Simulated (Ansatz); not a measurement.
La₂AlGe in space group Amm2 (No. 38; La on 2a, La on 2b, Al on 2a, Ge on 2b), plane-wave PAW r²SCAN (Ansatz code), all energies at zero smearing, with the estimated change up to a 700 eV cutoff added, with one set of potentials and settings (totals compare only within such a set). Cell of 4 atoms (2 La, 1 Al, 1 Ge): -17375.610 eV.

```json
[
 {"element": "La", "reference phase": "P6_3/mmc, 4 atoms in the cell", "E (eV/atom)": "-6264.6784"},
 {"element": "Al", "reference phase": "Fm-3m, 1 atoms in the cell", "E (eV/atom)": "-540.4083"},
 {"element": "Ge", "reference phase": "Fd-3m, 2 atoms in the cell", "E (eV/atom)": "-4302.9041"}
]
```

Formation energy per atom, worked out: (-17375.610 − 2×(-6264.6784) − 1×(-540.4083) − 1×(-4302.9041))/4 = -0.735 eV/atom (-71 kJ per mol of atoms), at 0 K, without zero-point energy or fitted corrections.

The first step of the workflow began from a Materials Project structure, measured or hypothetical; the Crystallography Open Database copy checked does not list it. With Al and Ge taken as one species the cell has the higher symmetry Cmcm, so it may be an ordered model of a mixed-site phase. Whether it is the stable phase at ambient conditions was not checked. The cell was relaxed with r²SCAN under the symmetry of its start; whether a distortion lowers the energy is not shown. The references are the lowest solids computed at this level, not always the standard phases. Scalar-relativistic: spin–orbit coupling is off unless named, which matters more the heavier the elements.

Potentials: the later of the program's two PAW sets.
